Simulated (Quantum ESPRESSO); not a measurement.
## Ti3GaO7F (convergence and cost over cutoff and k mesh)

Simulated, not a measurement. The program is pw.x of Quantum ESPRESSO 7.5 (plane-wave density functional theory). The cell is made up: 12 atoms on a rutile lattice, with randomly drawn elements, strain and displacements, not relaxed. PseudoDojo standard norm-conserving files (v0.5 for PBE, v0.4.1 for LDA and PBEsol) set the functional; there is no spin polarisation, spin-orbit coupling or dispersion term, and the masses in the input are unused placeholders.

Input of the run in row 4:

```
&control calculation='scf', pseudo_dir='./dojo.nc.sr.pbe.v0_5.standard.upf', outdir='./o', disk_io='medium', tprnfor=.true., tstress=.true. /
&system ibrav=0, nat=12, ntyp=4, nbnd=55, ecutwfc=84.00895049, nosym=.true., tot_charge=0,
 occupations='smearing', smearing='fd', degauss=0.0018374661
/
&electrons conv_thr=7.350e-09, electron_maxstep=60, /
ATOMIC_SPECIES
F 1.0 F.upf
Ga 1.0 Ga.upf
O 1.0 O.upf
Ti 1.0 Ti.upf
CELL_PARAMETERS angstrom
4.6261 0.0 0.0
0.0 4.6261 0.0
0.0 0.0 5.9094
ATOMIC_POSITIONS angstrom
Ti 0.0244 0.1065 -0.0831
Ti 2.2229 2.1991 1.482
Ga -0.0044 -0.0025 2.7706
Ti 2.3227 2.3233 4.4431
O 1.4608 1.3254 -0.1175
O 3.1575 3.2376 0.0846
O 3.7776 1.1409 1.5791
O 0.9059 3.7074 1.5741
O 1.4288 1.392 3.1151
F 3.238 3.1127 3.056
O 3.6266 0.7477 4.5006
O 0.9071 3.7005 4.3847
K_POINTS automatic
5 5 4 1 1 1
```

The same cell was run at these settings. Meshes are shifted by half a step, and differences are from the last row, which is itself not exact.

| cutoff (eV) | k mesh | k points solved | threshold (eV) | free energy less the last row's (eV) | pressure (GPa) | largest stress difference (GPa) | largest force difference (eV/Å) | iterations | wall time (s) | k-point pools | processor |
| --- | --- | --- | --- | --- | --- | --- | --- | --- | --- | --- | --- |
| 800 | 2 x 2 x 2 | 4 | 1e-04 | 2.386 | -18.98 | 25.12 | 0.084 | 14 | 72 | 1 | AMD EPYC, Zen 5 class |
| 1143 | 2 x 2 x 2 | 4 | 1e-07 | -0.003 | 5.96 | 0.34 | 0.033 | 22 | 128 | 1 | AMD EPYC, Zen 5 class |
| 667 | 5 x 5 x 4 | 50 | 1e-07 | 15.410 | -102.78 | 109.15 | 0.250 | 19 | 349 | 1 | AMD EPYC, Zen 5 class |
| 1143 | 5 x 5 x 4 | 50 | 1e-07 | 0.003 | 5.99 | 0.04 | 0.002 | 20 | 1041 | 1 | AMD EPYC, Zen 5 class |
| 1437 | 7 x 7 x 6 | 147 | 1e-07 | 0.000 | 6.03 | 0.00 | 0.000 | 19 | 822 | 4 | AMD EPYC, older |

Each pool is one process. Wall times include start-up and a band step at six k points, which weighs most on the coarsest meshes. The runs were on shared virtual cores whose load varied, so times are rough.